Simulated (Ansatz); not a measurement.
A plane-wave DFT run in Ansatz 0.2.0 (scalar-relativistic PAW potentials unless the input names others): input and command.

```yaml
crystal:
  lattice:
    - [6.223279, -0.010673, -0.071547]
    - [-0.010673, 5.916351, -0.115273]
    - [-0.071547, -0.115273, 5.853967]
  atoms:
    - { symbol: Si, position: [0.8062862452, 0.2180141222, 0.5225428438] }
    - { symbol: Si, position: [0.1425617555, 0.4092504549, 0.6172345345] }
    - { symbol: Si, position: [0.2002417987, 0.8361898118, 0.9657411463] }
    - { symbol: Si, position: [0.3751419932, 0.7992061075, 0.32677998] }
    - { symbol: Si, position: [0.6225252633, 0.9159770042, 0.7455066382] }
    - { symbol: Si, position: [0.0405733448, 0.5230607234, 0.1163263868] }
    - { symbol: Si, position: [0.8361755126, 0.7292031931, 0.3706211048] }
    - { symbol: Si, position: [0.1214417633, 0.0097198134, 0.5939426345] }
    - { symbol: P, position: [0.926768929, 0.6909257641, 0.7549771914] }
    - { symbol: P, position: [0.6706020535, 0.3542493842, 0.8559095385] }
    - { symbol: P, position: [0.9699873334, 0.1625509558, 0.1582145662] }
    - { symbol: P, position: [0.6451437602, 0.9805294406, 0.1387989561] }
    - { symbol: P, position: [0.4213510912, 0.6151491909, 0.7440178832] }
    - { symbol: P, position: [0.3655139732, 0.1644588796, 0.8533742771] }
    - { symbol: P, position: [0.3064241407, 0.3187725122, 0.2754896913] }
    - { symbol: P, position: [0.5748989174, 0.5024307287, 0.2014190153] }
basis:
  ecutwfc: 420
kpoints:
  mp_grid: { grid: [4, 4, 4] }
hamiltonian:
  xc: pbe
  dispersion: d3bj
scf:
  occupations: { method: fermi_dirac, width: 0.1146 }
output:
  forces: true
  eigenvalues: true
  stress: true
```

```bash
ansatz run input.yaml --threads 2 --pin off --max-ram 5120MiB --backend cpu --events-out ev --progress --plain --runs-dir out
```

Abridged log:
```
Pseudopotentials: kind: paw
Pseudopotential: Si, paw, valence charge 4, recommended cutoff 420 eV (normal)
Pseudopotential: P, paw, valence charge 5, recommended cutoff 420 eV (normal)
Functional definition: PBE
Crystal: 16 atoms, lattice volume = 215.424 Å³
Basis set: ecut = 420 eV, 4217 PW (Γ), exchange–correlation on 90×80×80 points (8 copies of the dense FFT grid, shifted against one another)
Bands: 52, of which v1, the nominal top of the filled ones, is band 36 counted from 1 (35 counted from 0)
Symmetry: 1 space group operations
Space group: P1 (ITA 1), of the structure as read, at distance tolerance 6.0e-5 Å
k-points: 36 of 64 (time reversal used)
Initial density: superposition of atomic densities (neutral atoms: chi_scale 0, normalization atom), corrected by the library's trained network
Initial wavefunctions: pseudopotential atomic-orbital guess
Functional: x = pbe(κ = 0.804, μ = 0.21951497), c = pbe(β = 0.06672455)
SCF iter   1: F=—  HF=-11129.803311 eV  |F-HF|=—  |Δ(HF+E_count)|=         —  Δρ=4.92e-3  dr2=7.76e-2  ethr=1.77e-3  ⟨swp⟩=8.5  Hψ=9934  notcnv=0  defer=8
SCF iter   2: F=—  HF=-11129.794496 eV  |F-HF|=—  |Δ(HF+E_count)|=   8.81e-3  Δρ=2.82e-3  dr2=2.22e-2  ethr=1.08e-4  ⟨swp⟩=1.1  Hψ=2163  notcnv=0  defer=8
SCF iter   3: F=—  HF=-11129.791825 eV  |F-HF|=—  |Δ(HF+E_count)|=   2.67e-3  Δρ=3.48e-4  dr2=2.65e-4  ethr=3.08e-5  ⟨swp⟩=3.0  Hψ=2956  notcnv=0  defer=8
SCF iter   4: F=—  HF=-11129.791809 eV  |F-HF|=—  |Δ(HF+E_count)|=   1.53e-5  Δρ=1.06e-4  dr2=2.51e-5  ethr=3.68e-7  ⟨swp⟩=2.7  Hψ=3216  notcnv=0  defer=8
SCF iter   5: F=—  HF=-11129.791788 eV  |F-HF|=—  |Δ(HF+E_count)|=   2.19e-5  Δρ=2.19e-5  dr2=1.21e-6  ethr=3.48e-8  ⟨swp⟩=2.0  Hψ=2988  notcnv=0  defer=8
SCF iter   6: F=—  HF=-11129.791788 eV  |F-HF|=—  |Δ(HF+E_count)|=   9.25e-8  Δρ=5.41e-6  dr2=1.02e-7  ethr=1.39e-10  ⟨swp⟩=11.3  Hψ=8511  notcnv=0
SCF iter   7: F=-11129.791788 eV  HF=-11129.791788 eV  |F-HF|=7.26e-10  |Δ(HF+E_count)|=   1.52e-9  Δρ=1.02e-6  dr2=3.30e-9  ethr=1.39e-10  ⟨swp⟩=4.0  Hψ=5468  notcnv=0
SCF 1 converged in 7 iterations: F = -11129.791788 eV  dr2 = 3.30e-9
SCF converged after 7 iterations
Free energy (F): -11129.791788 eV
Harris-Foulkes:  -11129.791788 eV  (|F-HF|=7.26e-10)
Internal energy: -11129.519400 eV  (E = F + TS)
E sigma→0 (E₀):  -11129.655594 eV
Entropy (-TS):   -0.272388 eV (-17.024 meV/atom)
Fermi energy:    11.929346 eV
  E_disp       = -7.890817  (pairwise vdW)
--- Forces (eV/Å), atoms counted from 1 ---
  atom   1  Si    -0.32848996    -0.29998525    -0.88287244
  atom   2  Si     0.11815479     0.07449154    -0.16820361
  atom   3  Si     0.53606362     1.40319310     0.88981786
  atom   4  Si    -0.75583606     0.95443914     0.98535792
  atom   5  Si     1.11704123     0.46461499    -0.72465048
  atom   6  Si    -0.22603408     0.04888699     0.06037138
  atom   7  Si     0.06087835     0.50077812    -0.10020196
  atom   8  Si     0.04337364    -1.58182760    -1.50983431
  atom   9  P     -1.19854916    -0.40164384    -0.10451088
  atom  10  P      0.39816927     1.67946027     0.04590892
  atom  11  P     -0.40280063    -1.64430439    -0.40064934
  atom  12  P      0.66682857     0.09454036     0.38654264
  atom  13  P      0.41299793    -0.03322502    -0.01151502
  atom  14  P     -0.94475843    -0.15066297     0.19096504
  atom  15  P     -0.87932077    -1.60647008     0.82016537
  atom  16  P      1.38227469     0.49771263     0.52331333
--- Stress (GPa, compression-positive) ---
       21.128307       5.442904       1.548072
        5.442904      21.393259       0.859570
        1.548072       0.859570      13.224391
  P = ⅓ Tr σ = 18.5820 GPa (185.820 kbar)
```

Apart from outputs and empty bands, the input differs from a reference run on usual settings in hamiltonian.dispersion: not typed → "d3bj". The reference, at the same geometry (not necessarily relaxed), gave pressure 24.60 GPa, largest force 2.197 eV/Å, no gap on the mesh. This run converged in 7 SCF iterations (reference: 7) with an energy at zero smearing 493 meV/atom below the reference's (the Hamiltonian itself differs), pressure 18.58 GPa, largest force 2.187 eV/Å, no gap on the mesh.

Time: 21 s on 2 threads of Arm Neoverse V1 (shared host), peak memory 0.59 GiB.